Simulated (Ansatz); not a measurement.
## SiO2 with indium replacing Si: gradients before and after relaxing the atoms

Start: a supercell of SiO2 (quartz type, P3_121) built from an entry of the Crystallography Open Database (COD), with all atoms left at the host's positions.

Space group C2 (No. 5); a = 8.5144, b = 14.7474, c = 10.8182 Å.

| site | Wyckoff | site symmetry | x | y | z |
| --- | --- | --- | --- | --- | --- |
| In | 2b | 2 | 0.5000 | 0.3232 | 0.5000 |
| Si2 | 2a | 2 | 0.5000 | 0.3232 | 0.0000 |
| Si3 | 2b | 2 | 0.5000 | 0.9899 | 0.5000 |
| Si4 | 2a | 2 | 0.5000 | 0.9899 | 0.0000 |
| Si5 | 2b | 2 | 0.5000 | 0.6566 | 0.5000 |
| Si6 | 2a | 2 | 0.5000 | 0.6566 | 0.0000 |
| Si7 | 4c | 1 | 0.7349 | 0.0884 | 0.3333 |
| Si8 | 4c | 1 | 0.7349 | 0.0884 | 0.8333 |
| Si9 | 4c | 1 | 0.7349 | 0.7551 | 0.3333 |
| Si10 | 4c | 1 | 0.7349 | 0.7551 | 0.8333 |
| Si11 | 4c | 1 | 0.2349 | 0.9217 | 0.3333 |
| Si12 | 4c | 1 | 0.2349 | 0.9217 | 0.8333 |
| O19 | 4c | 1 | 0.7929 | 0.0203 | 0.2262 |
| O20 | 4c | 1 | 0.7929 | 0.0203 | 0.7262 |
| O21 | 4c | 1 | 0.2929 | 0.1870 | 0.2262 |
| O22 | 4c | 1 | 0.2929 | 0.1870 | 0.7262 |
| O23 | 4c | 1 | 0.2929 | 0.8536 | 0.2262 |
| O24 | 4c | 1 | 0.2929 | 0.8536 | 0.7262 |
| O25 | 4c | 1 | 0.6340 | 0.9267 | 0.5595 |
| O26 | 4c | 1 | 0.6340 | 0.9267 | 0.0595 |
| O27 | 4c | 1 | 0.1340 | 0.0934 | 0.5595 |
| O28 | 4c | 1 | 0.1340 | 0.0934 | 0.0595 |
| O29 | 4c | 1 | 0.6340 | 0.2601 | 0.5595 |
| O30 | 4c | 1 | 0.6340 | 0.2601 | 0.0595 |
| O31 | 4c | 1 | 0.5731 | 0.0530 | 0.3928 |
| O32 | 4c | 1 | 0.5731 | 0.0530 | 0.8928 |
| O33 | 4c | 1 | 0.5731 | 0.7196 | 0.3928 |
| O34 | 4c | 1 | 0.5731 | 0.7196 | 0.8928 |
| O35 | 4c | 1 | 0.5731 | 0.3863 | 0.3928 |
| O36 | 4c | 1 | 0.5731 | 0.3863 | 0.8928 |

One atom of each set is listed; the run and its k-mesh use a cell of 54 atoms with edges of 8.51, 8.51, 10.82 Å.

Method: Kohn–Sham DFT in Ansatz, PBE, plane waves and PAW, scalar-relativistic, 420 eV cutoff, Γ-centred 3×3×2 k-points, Fermi–Dirac smearing 0.01 eV, cell charge -1.

The largest force at the start is 24 eV/Å. Relaxing the ions at fixed cell moves them by 0.510 Å at most (atom 49, O) and 0.184 Å rms.

```
site  moved (Å)                          first shell before                           first shell after  V_zz before (10²¹ V/m²)  η before
  In      0.138                               4 O at 1.61 Å                          4 O at 1.99–2.01 Å                     2.57      0.60
 Si3      0.046                               4 O at 1.61 Å                               4 O at 1.63 Å                    -0.83      0.98
 Si4      0.054                               4 O at 1.61 Å                               4 O at 1.62 Å                     0.81      0.52
 Si5      0.013                               4 O at 1.61 Å                          4 O at 1.63–1.64 Å                     0.84      0.29
 Si6      0.104                               4 O at 1.61 Å                               4 O at 1.62 Å                     0.83      0.57
 Si8      0.082                               4 O at 1.61 Å                          4 O at 1.61–1.63 Å                     0.97      0.49
 Si9      0.200                               4 O at 1.61 Å                          4 O at 1.59–1.64 Å                    -1.69      0.70
Si10      0.045                               4 O at 1.61 Å                               4 O at 1.63 Å                     0.83      0.71
Si11      0.090                               4 O at 1.61 Å                          4 O at 1.59–1.65 Å                    -1.99      0.23
 O21      0.355                  2 Si at 1.61 Å, angle 144°             2 Si at 1.62–1.64 Å, angle 134°                     8.94      0.22
 O29      0.510  1 In at 1.61 Å, 1 Si at 1.61 Å, angle 144°  1 Si at 1.59 Å, 1 In at 1.99 Å, angle 126°                     7.21      0.17
 O34      0.079                  2 Si at 1.61 Å, angle 144°             2 Si at 1.62–1.63 Å, angle 146°                     9.09      0.19
 O35      0.390  1 Si at 1.61 Å, 1 In at 1.61 Å, angle 144°  1 Si at 1.59 Å, 1 In at 2.01 Å, angle 126°                     7.27      0.14
```

**Question.** How do the gradients change?

**Answer.** 

```
site  V_zz after  η after  change of V_zz
  In        1.90     0.70               –
 Si3       -0.70     0.75           +0.13
 Si4       -0.54     0.86               –
 Si5       -1.41     0.32               –
 Si6       -0.64     0.74               –
 Si8       -1.21     0.97               –
 Si9       -2.54     0.47           -0.85
Si10       -0.89     0.52               –
Si11       -2.89     0.27           -0.90
 O21        8.56     0.39           -0.38
 O29        6.70     0.82           -0.51
 O34        9.84     0.18           +0.75
 O35        6.77     0.85           -0.50
```

The largest change of V_zz along a kept axis is on Si11, from -1.99 to -2.89. The whole tensor moves most on O35, by 3.19 along its most changed direction. In per cent, |V_zz| changes by -15 to +50 on Si, -7 to +8 on O (all sites that start above 0.5, bar those whose gradient vanishes or changes sign or whose main axis turns by over 40°). Where |V_zz| stays above 0.1 and the axes keep their order, η moves most on O35, from 0.14 to 0.85. On Si11 V_xx and V_yy change places (or their axes turn by over 50°), so the two values of η hide a larger change. On In, Si8, Si5, Si10, Si6, Si4 the largest principal value lies along another axis in the second run, so the two V_zz can't be compared directly. The table leaves out 17 of the 30 sites, with |V_zz| up to 9.94; their tensors move by 1.67 at most along any direction. The statements above cover all sites. The host's own positions weren't relaxed first, so part of the change far from the defect can be the host's relaxation.

The defect repeats with the cell of 54 atoms, so it feels its images: sites between two images don't show the values beside a lone defect, and zeros or small values of η there can come from the images' arrangement. O and Si carry a gradient in the pure host already, so the values there aren't the defect's effect alone. A uniform background compensates the cell's charge. Without spin–orbit coupling (the program notes it for In) the gradients are little affected as a rule: paired runs on crystals with a gap mostly move them by under 2 % at such atoms.
Before: The cell keeps the host's lattice, where the PBE pressure is 18 GPa (in a charged cell this depends on the convention for the mean potential). The neighbours have not yet relaxed around the defect (largest force 24 eV/Å), so the values at and beside it are those of a strained start, not of the defect in a real crystal.
After: The relaxation keeps the site symmetry 2 of the start, so the impurity can move only along its axis; a start off the site could end lower.
